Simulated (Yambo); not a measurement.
A G0W0@PBEsol run in Yambo for RbLiZnS$_{2}$ (space group I-4m2, No. 119) (4×4×4 Γ-centred k mesh, bands 6 to 122 and a 6 Ry block in the screening, 122 bands in G with the Bruneval-Gonze terminator, plasmon pole fitted at 27.2 eV) gives these matrix elements, in eV, at the band edges (Γ → Γ):

```tsv
state	E0	<Vxc>	<Σx>	<Σc(E0)>	Z
valence edge	0.000	-14.135	-17.448	2.021	0.789
conduction edge	2.309	-10.531	-6.555	-3.211	0.822
```

**Question.** Solve the linearised quasiparticle equation for both states, give the gap, and say how exchange and correlation each act on it.

**Answer.** E = E0 + Z(Σx + Σc − Vxc). Valence: 0.000 + 0.789 × (-17.448 + (2.021) − (-14.135)) = -1.02 eV. Conduction: 2.309 + 0.822 × (-6.555 + (-3.211) − (-10.531)) = 2.94 eV. The gap is 3.96 eV, against 2.31 eV in PBEsol. Replacing Vxc by bare exchange alone would open it by 7.29 eV; correlation takes back 5.23 eV of that, and Z scales what is left. Convergence of the G0W0 settings was not tested. 

Geometry of the Materials Project entry, not relaxed at this level; primitive cell a = 7.446 Å, b = 7.446 Å, c = 7.446 Å, α = 148.64°, β = 148.64°, γ = 44.95°.

The structure is a Materials Project entry; no match was found in the copy of COD used, and its stability was not checked.
